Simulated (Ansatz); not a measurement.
CaTlBr3:
```yaml
crystal:
  lattice:
    - [2.12180, -7.00974, 0.00000]
    - [2.12180, 7.00974, 0.00000]
    - [0.00000, 0.00000, 10.84297]
  atoms:
    - { symbol: Ca, position: [0.00000, 0.00000, 0.00000] }
    - { symbol: Ca, position: [0.00000, 0.00000, 0.50000] }
    - { symbol: Tl, position: [0.25673, 0.74327, 0.25000] }
    - { symbol: Tl, position: [0.74327, 0.25673, 0.75000] }
    - { symbol: Br, position: [0.63580, 0.36420, 0.04932] }
    - { symbol: Br, position: [0.36420, 0.63580, 0.95068] }
    - { symbol: Br, position: [0.36420, 0.63580, 0.54932] }
    - { symbol: Br, position: [0.63580, 0.36420, 0.45068] }
    - { symbol: Br, position: [0.93400, 0.06600, 0.25000] }
    - { symbol: Br, position: [0.06600, 0.93400, 0.75000] }
```

Relaxed with r²SCAN+D4. Special points in fractions of this cell's reciprocal vectors: Γ (0.000, 0.000, 0.000); Y (-0.500, 0.500, 0.000); C0 (-0.273, 0.727, 0.000); Σ0 (0.273, 0.273, 0.000); Z (0.000, 0.000, 0.500); A0 (0.273, 0.273, 0.500); E0 (-0.273, 0.727, 0.500); T (-0.500, 0.500, 0.500); S (0.000, 0.500, 0.000); R (0.000, 0.500, 0.500).

### Question
List the band energies nearest the valence-band maximum at these points for DFT-r²SCAN+D4 with spin–orbit coupling in the program Ansatz with PAW potentials.

### Answer
In eV from the valence-band maximum; about four levels below and three above (degenerate sets whole), none deeper than 8.9 eV; points with the same levels are listed once.

```tsv
k	below	above
Γ	-0.41 -0.41 0.00 0.00	4.39 4.39 4.48 4.48
Y	-0.42 -0.42 -0.11 -0.11	3.88 3.88 4.54 4.54
C0	-0.60 -0.60 -0.55 -0.55	3.95 3.95 4.18 4.18
Z	-0.11 -0.11 -0.11 -0.11	4.42 4.42 4.42 4.42
A0	-0.59 -0.59 -0.58 -0.58	3.91 3.91 4.08 4.08
T	-0.26 -0.26 -0.26 -0.26	4.23 4.23 4.23 4.23
S	-0.69 -0.69 -0.54 -0.54	4.02 4.02 4.05 4.05
R	-0.62 -0.62 -0.62 -0.62	3.96 3.96 3.96 3.96
```

Space group Cmcm. The workflow started from a Materials Project entry (that database holds measured and hypothetical structures alike); the Crystallography Open Database copy checked does not list it. Its standing as an ambient phase is unchecked. Symmetry was held in the r²SCAN+D4 relaxation; whether a distortion lowers the energy is not shown.

Potentials: the later of the program's two PAW sets.
